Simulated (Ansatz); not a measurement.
The calculation used DFT, r2SCAN, plane waves (500 eV) with PAW, scalar-relativistic in Ansatz. The PAW files were generated under PBE, with cores re-solved for the functional.

An element in the simple cubic structure gives this curve. The cell is scaled uniformly from the relaxed one, with fractional coordinates and shape fixed. Energies are extrapolated to zero smearing, pressures are those at the given smearing. Magnetic state: spin not included.

```csv
V (Å³/atom),E − E₀ (meV/atom),P (GPa)
16.762,63.5,10.12
17.524,25.9,5.97
18.286,6.1,2.72
19.047,0.0,0.16
19.809,4.9,-1.88
20.571,18.3,-3.51
21.333,38.6,-4.80
```

Problem. Which element is it?
A. tantalum
B. gallium
C. silver
D. gold

Solution. B. Its fit is V₀ = 19.06 Å³/atom, B₀ = 57 GPa, B₀′ = 4.9.
